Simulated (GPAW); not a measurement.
# ScNbN and the effect of the functional

```cif
data_structure
_symmetry_space_group_name_H-M 'P 1'
_symmetry_Int_Tables_number 1
_cell_length_a 3.1110
_cell_length_b 3.1110
_cell_length_c 10.3572
_cell_angle_alpha 90.000
_cell_angle_beta 90.000
_cell_angle_gamma 120.000
_cell_volume 86.81
loop_
_atom_site_label
_atom_site_type_symbol
_atom_site_fract_x
_atom_site_fract_y
_atom_site_fract_z
_atom_site_occupancy
Nb1 Nb 0.33333 0.66667 0.24743 1
Nb2 Nb 0.66667 0.33333 0.75257 1
Sc1 Sc 0.00000 0.00000 0.00000 1
Sc2 Sc 0.00000 0.00000 0.50000 1
N1 N 0.33333 0.66667 0.62781 1
N2 N 0.66667 0.33333 0.37219 1
```

The cell comes from a database or a generator and needn't be the stable form of this composition.

Kept alike: task band structure; k mesh 7 × 7 × 2; occupations fermi-dirac, width 0.05 eV; no spin polarisation. Program: GPAW, potentials by row: the program's PAW data sets (release 1.2.1) made for this functional (LDA); GPAW PAW data sets (gpaw-data 1.2.1) (PBE, r2SCAN on files made for PBE); PAW data sets generated for this functional (PBEsol), cutoff 800 eV. The mesh is that of the run's cell of 6 atoms. No spin-orbit coupling.

| functional | pressure (GPa) |
| --- | --- |
| LDA | -13.20 |
| PBE | -3.00 |
| PBEsol | -8.39 |
| r2SCAN | -3.44 |

Pressure is positive in compression; the values hold the error of the finite cutoff, so their zero can differ a little from the energy's minimum. For a metal such a mesh leaves the last digits unconverged.

What does the functional change here?

The pressure runs from -13.20 (LDA) to -3.00 GPa (PBE). From PBE: LDA -10.20; PBEsol -5.39; r2SCAN -0.44.
